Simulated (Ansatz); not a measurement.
# Ga3Ni2: do energies and stresses tell the same story?

Computed with Ansatz 0.2.0, DFT r2SCAN, scalar-relativistic, plane waves, PAW.

Settings: cutoff 500 eV, Γ-centred mesh 12×12×8 on the computed 5-atom cell, Gaussian smearing of 0.10 eV; no spin polarisation.

Relaxed cell: P-3m1, a = 4.018 Å, b = 4.018 Å, c = 4.856 Å, α = 90.00°, β = 90.00°, γ = 120.00°, 5 atoms in the primitive cell. Whether it is the stable form of this composition wasn't checked.

Energies at zero smearing and pressures from the stress tensor, at volumes with shape and atoms relaxed:
```csv
V (Å³/atom),E − E(first) (meV/atom),P (GPa)
12.765,0.00,10.31
13.173,-18.86,4.70
13.580,-24.65,0.00
13.988,-19.47,-3.94
14.395,-5.12,-7.24
```

Problem. Check P = −dE/dV between neighbouring volumes, and get the bulk modulus from the pressures alone.

Solution. With 1 eV/Å³ = 160.2 GPa:
| middle V (Å³/atom) | −ΔE/ΔV (GPa) | mean P (GPa) |
| --- | --- | --- |
| 12.969 | 7.415 | 7.506 |
| 13.376 | 2.277 | 2.354 |
| 13.784 | -2.034 | -1.971 |
| 14.191 | -5.647 | -5.594 |

The two differ by 0.09 GPa at most. The mean of two end pressures misses the average over a step by about ΔV² P″/12, up to 0.08 GPa here; with that taken off 0.01 GPa remains. Around V = 13.580 Å³/atom, the two neighbours give B = −V ΔP/ΔV = 13.580 × 8.65 / 0.815 = 144.1 GPa, against B0 = 143.3 GPa from the Birch–Murnaghan fit of the energies.

A ferromagnetic start lost its moments in a first run, so spin was left out; other magnetic orders weren't tried.

Cost: 6 runs of about 21 core-minutes in all, on Arm Neoverse V2 (shared hosts).